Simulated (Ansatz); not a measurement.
Rigid (111) slab of Os, space group Fm-3m (No. 225):

```yaml
crystal:
  lattice:
    - [2.70138, 0.00000, 0.00000]
    - [-1.35069, 2.33946, 0.00000]
    - [0.00000, 0.00000, 23.61699]
  atoms:
    - { symbol: Os, position: [0.66667, 0.33333, 0.35991] }
    - { symbol: Os, position: [0.33333, 0.66667, 0.45330] }
    - { symbol: Os, position: [0.00000, 0.00000, 0.54762] }
    - { symbol: Os, position: [0.66667, 0.33333, 0.63723] }
```

Method: DFT PBEsol, scalar-relativistic, plane waves, PAW in Ansatz 0.2.0. Plane waves to 420 eV, a k mesh through Γ of 12×12×1 on the computed 5-atom cell and Gaussian smearing (0.10 eV); no spin polarisation. The cell repeats along c with a dipole correction in the vacuum.

An adatom of C is held over the places (i/3, j/3) of the 1×1 surface cell, counted from the highest atom (Os), and only its height relaxes; one adatom per 6.3 Å². This grid misses the bridge places.

Heights over the highest slab atom in Å:

```csv
i,j=0,j=1,j=2
0,1.79,1.59,1.59
1,1.59,1.59,1.20
2,1.59,1.21,1.59
```

Question: Among these places, where is the adatom most and least stable, and how far apart in energy?

Answer: Lowest at (i, j) = (1, 2); highest at (0, 0), 1.76 eV above. All energies in eV:

| i | j=0 | j=1 | j=2 |
| --- | --- | --- | --- |
| 0 | 1.76 | 1.34 | 1.34 |
| 1 | 1.34 | 1.34 | 0.00 |
| 2 | 1.34 | 0.51 | 1.34 |

Spin–orbit coupling is left out, which can shift energies with elements as heavy as these.

The reference crystal is the fcc form of Os, which isn't its usual structure.